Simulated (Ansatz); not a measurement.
Relaxed KBr (rock salt):

```xyz
2
Lattice="0.0000 3.3526 3.3526 3.3526 0.0000 3.3526 3.3526 3.3526 0.0000" Properties=species:S:1:pos:R:3 pbc="T T T"
Br     0.0000     0.0000     0.0000
K      3.3526     3.3526     3.3526
```

Scan: atom 1 (Br, nearest neighbour K at 3.353 Å; its periodic images, 4.7 Å or more away, move with it) is displaced along Cartesian [111], direction (0.577, 0.577, 0.577) in Cartesian axes, by s. The other atoms stay.

These are PBE (plane waves to 420 eV, PAW, scalar-relativistic; Ansatz, an electronic-structure program) values and carry that method's errors. k mesh 7×7×7 (Γ-centred), Fermi-Dirac smearing 0.05 eV. E stands for the smeared free energy. KBr was relaxed with its symmetry unable to fall. The zero of ΔE is the undisplaced structure.

Give the computed ΔE (meV/cell) at s (Å) = -0.670, -0.536, -0.402, -0.268, -0.134, 0.268, 0.536, 0.670.


| s (Å) | ΔE (meV/cell) |
|---|---|
| -0.670 | 216.4 |
| -0.536 | 139.3 |
| -0.402 | 78.5 |
| -0.268 | 34.9 |
| -0.134 | 8.7 |
| 0.268 | 34.9 |
| 0.536 | 139.3 |
| 0.670 | 216.4 |

(A displaced cell: forces are minus the slopes of the energy, force constants its curvatures, and phonons follow from these.)
